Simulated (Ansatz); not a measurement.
HfIr$_{3}$ in space group I4/mmm (No. 139; Ir on 2b, Ir on 4d, Hf on 2a) at seven volumes, the program Ansatz at the PBE level (PAW), shape and atoms relaxed at each. One row is withheld.

| V (Å³/atom) | P (GPa) |
|---|---|
| 14.327 | 31.88 |
| 14.799 | 19.37 |
| 15.271 | 8.85 |
| 15.744 | 0.00 |
| 16.216 | ? |
| 16.688 | -13.69 |
| 17.161 | -18.92 |

Problem. Fit the shown pressures and predict the withheld one.

Solution. P = (3/2)B₀(x^(7/2) − x^(5/2))[1 + (3/4)(B′ − 4)(x − 1)] with x = (V₀/V)^(2/3). Least squares on the six rows gives V₀ = 15.744 Å³/atom, B₀ = 270 GPa, B′ = 4.78. At V = 16.216, x = 0.9805 and P = -7.43 GPa. The run itself gave -7.44 GPa.

The cell is a constructed one: a structure type filled with these elements; neither database checked (COD, Materials Project) lists it. COD files the formula under space group No. 221, so this cell is another polymorph or a model. Its standing as an ambient phase is unchecked. Symmetry was held in the PBE relaxation; its stability against distortions is not shown here. The run is not spin-polarised. Spin–orbit coupling is left out wherever it is not named.

Potentials: the earlier of the program's two PAW sets.
